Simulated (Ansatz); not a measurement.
## LiMg: enthalpy against pressure

LiMg, Pm-3m, a = 3.431 Å. The structure is a Materials Project entry; whether it is the stable form wasn't checked. Ansatz: r2SCAN, PAW, 500 eV, Γ-centred 12×12×12 mesh on 2 atoms, Gaussian smearing 0.10 eV; no spin polarisation. Cell and atoms are relaxed at each pressure, and no other structure is tried, so the rows at high pressure may lie past a change of phase. y is the enthalpy over the state at zero pressure; there V0 = 20.198 Å³/atom. The pressures are the targets, met within 0.07 GPa.

| P (GPa) | y (eV/atom) |
| --- | --- |
| -1.0 | -0.1286 |
| 0.0 | 0.0000 |
| 1.0 | 0.1238 |
| 4.0 | 0.4732 |
| 12.0 | ? |
| 25.0 | 2.4462 |
| 50.0 | 4.3102 |
| 90.0 | 6.7916 |

Question: Fit y = c1 P + c2 P² + c3 P³ to the other rows, say what c1 and c2 mean, and predict the missing value.

Answer: Least squares on the rows shown. y = 0.11488 P − 0.00074713 P² + 3.4363×10⁻⁶ P³. Since dH/dP = V, c1 is V0: 0.11488 eV/GPa × 160.2 = 18.404 Å³ against 20.198; c2 = −V0/(2B0) gives B0 = 77 GPa, where a Birch–Murnaghan fit to the volumes of the same runs (not shown) gives 27 GPa. The volume falls by 55 % over the range, most steeply at the start, which a cubic can't follow: here c1 isn't V0 and c2 doesn't give B0. Above P = −c2/(3 c3) = 72 GPa the cubic's slope, the volume, would rise with pressure, so the form fails there. With a term in P⁴ added, the coefficient of P becomes 0.1242, 8 % more, which shows how far this figure hangs on the form. At P = 12.0 the fit asked for gives 1.2769 eV/atom. The run gave 1.2966 eV/atom, so the fit is 0.0197 eV/atom too low, within twice the rms miss on the fitted rows (0.0135 eV/atom).

The mesh isn't the same in all rows (12×12×12, 14×14×14, 16×16×16).